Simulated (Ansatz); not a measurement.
# LiH₄BrO₂: what a change does to the field gradients

Base: a structure deposited in the COD whose atoms were relaxed with PBE, the cell held.

```xyz
16
Lattice="5.3001 0.0000 0.0000 2.6460 5.8241 0.0000 0.8867 2.7153 5.7339" Properties=species:S:1:pos:R:3 pbc="T T T"
Li    3.0695    3.5486    2.7542
Li    5.7633    4.9909    2.9797
H     7.9923    5.7737    1.5932
H     0.8405    2.7658    4.1407
H     5.3884    2.7835    1.6149
H     3.4443    5.7559    4.1190
H     4.8445    3.9406    0.7535
H     3.9883    4.5989    4.9804
H     7.0557    4.8238    0.7700
H     1.7771    3.7157    4.9639
Br    1.8507    1.3401    1.3101
Br    6.9820    7.1993    4.4238
O     7.3858    4.9989    1.6849
O     1.4469    3.5406    4.0490
O     4.7912    3.5716    1.6629
O     4.0415    4.9679    4.0710
```

Atoms are numbered from 1 in the order listed; like atoms form one site, named after its first atom.

Method: Kohn–Sham DFT in Ansatz, PBE, plane waves and PAW, scalar-relativistic, 420 eV cutoff, Γ-centred 5×4×4 k-points, Fermi–Dirac smearing 0.02 eV.

(1) Variant: atom 3 (H) moved by 0.15 Å along (0.000, 0.150, 0.000) Å. What happens to the gradients (10²¹ V/m²)?

Answers

(1) 

```json
{"site": "Li1", "atoms": "1", "V_zz base": "-0.13", "η base": "0.41", "V_zz variant": "-0.13", "η variant": "0.48"}
{"site": "Li2", "atoms": "2", "V_zz base": "-0.13", "η base": "0.41", "V_zz variant": "-0.15", "η variant": "0.37"}
{"site": "H3", "atoms": "3", "V_zz base": "3.46", "η base": "0.13", "V_zz variant": "1.25", "η variant": "0.26"}
{"site": "H5", "atoms": "5", "V_zz base": "3.40", "η base": "0.12", "V_zz variant": "3.41", "η variant": "0.12"}
{"site": "H7", "atoms": "7", "V_zz base": "3.70", "η base": "0.11", "V_zz variant": "3.70", "η variant": "0.11"}
{"site": "H8", "atoms": "8", "V_zz base": "3.70", "η base": "0.11", "V_zz variant": "3.71", "η variant": "0.11"}
{"site": "H9", "atoms": "9", "V_zz base": "3.45", "η base": "0.13", "V_zz variant": "3.48", "η variant": "0.12"}
{"site": "H10", "atoms": "10", "V_zz base": "3.45", "η base": "0.13", "V_zz variant": "3.46", "η variant": "0.13"}
{"site": "Br11", "atoms": "11", "V_zz base": "3.62", "η base": "0.89", "V_zz variant": "7.07", "η variant": "0.53"}
{"site": "Br12", "atoms": "12", "V_zz base": "3.62", "η base": "0.89", "V_zz variant": "3.56", "η variant": "0.85"}
{"site": "O13", "atoms": "13", "V_zz base": "-13.73", "η base": "0.77", "V_zz variant": "-14.22", "η variant": "0.72"}
{"site": "O14", "atoms": "14", "V_zz base": "-13.73", "η base": "0.77", "V_zz variant": "-13.75", "η variant": "0.77"}
{"site": "O15", "atoms": "15", "V_zz base": "-13.94", "η base": "0.76", "V_zz variant": "-13.97", "η variant": "0.76"}
{"site": "O16", "atoms": "16", "V_zz base": "-13.94", "η base": "0.76", "V_zz variant": "-14.00", "η variant": "0.76"}
```

The largest change of V_zz is on Br11, from 3.62 to 7.07. In per cent, |V_zz| changes by -64 to +1 on H, -2 to +95 on Br, 0 to +4 on O (all sites that start above 0.5). Where |V_zz| stays above 0.1, η moves most on Br11, from 0.89 to 0.53. The table leaves out 2 of the 16 sites, with |V_zz| up to 3.46; their tensors move by 0.01 at most along any direction. The statements above cover all sites. The number of symmetry-distinct sites goes from 8 to 16.

With these PAW files V_zz is typically within 2 to 3 % of all-electron values, but misses above 10 % occur on Li. The lattice is static: at room temperature water may turn and average the couplings of its hydrogen.
For the variant: The atoms aren't relaxed after the move (largest force 3.1 eV/Å).
